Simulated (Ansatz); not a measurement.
## Stationary points along a deformation path in Pt

The calculation used DFT r2SCAN, scalar-relativistic, plane waves, PAW (Ansatz). Cutoff 500 eV, Γ-centred 24×24×12 k-points, Gaussian smearing of 0.15 eV. Spin–orbit coupling is left out, which can shift energies with elements as heavy as these. No spin polarisation. Energies are free energies at this smearing, counted from the undisturbed cell; pressure is positive in compression.

Reference structure (as given, not relaxed at this level; it stands at -6.4 GPa; this form isn't the usual structure):

```
Pt
1.0
     2.76067    0.00000    0.00000
    -1.38033    2.39081    0.00000
     0.00000    0.00000    4.79213
Pt
2
Direct
  0.66667 0.33333 0.75000
  0.33333 0.66667 0.25000
```

At fixed volume and fractional coordinates, lengths along (0.000, 0.000, 1.000) are scaled against those across it; ρ is that ratio over its starting value. V = 15.815 Å³/atom. Δσ is the stress along the axis less the mean stress across it (compression positive).

| ρ | ΔE (meV/atom) | Δσ (GPa) | space group |
| --- | --- | --- | --- |
| 0.800 | 110.5 | 7.15 | P6_3/mmc |
| 0.850 | 81.3 | 7.48 | P6_3/mmc |
| 0.920 | 36.9 | 9.71 | P6_3/mmc |
| 0.960 | 12.0 | 7.29 | P6_3/mmc |
| 1.000 | 0.0 | 1.20 | P6_3/mmc |
| 1.050 | 11.2 | -8.42 | P6_3/mmc |
| 1.100 | 52.5 | -18.79 | P6_3/mmc |
| 1.200 | 222.9 | -41.43 | P6_3/mmc |
| 1.300 | 502.2 | -64.85 | P6_3/mmc |

Q: How does the stress give the slope of the energy, and where is the energy stationary?

A: Along the path d ln(length) is 2/3 d ln ρ on the axis and −1/3 d ln ρ across it, so dE/d ln ρ = −(2/3) V Δσ: the energy falls with ρ where Δσ is positive. Δσ vanishes or changes sign between ρ = 1.000 and 1.050, a minimum (near 1.01 by linear interpolation). Pairs of stationary points between two samples would go unseen, and could change a minimum read from distant neighbours into a maximum.

Q: Integrate that slope from ρ = 1 to 0.850 by the trapezoid rule.

A: With V/N in Å³ and 1 eV/Å³ = 160.2 GPa the slopes at ρ = 1.000, 0.960, 0.920, 0.850 are -79, -480, -639, -492 meV/atom per unit of ln ρ. The steps add 11.4 + 23.8 + 44.8 = 80.0 meV/atom, against 81.3 from the energies; the trapezoid rule misses the curvature of the slope within each step.

In a metal these slopes depend on the k mesh and the smearing.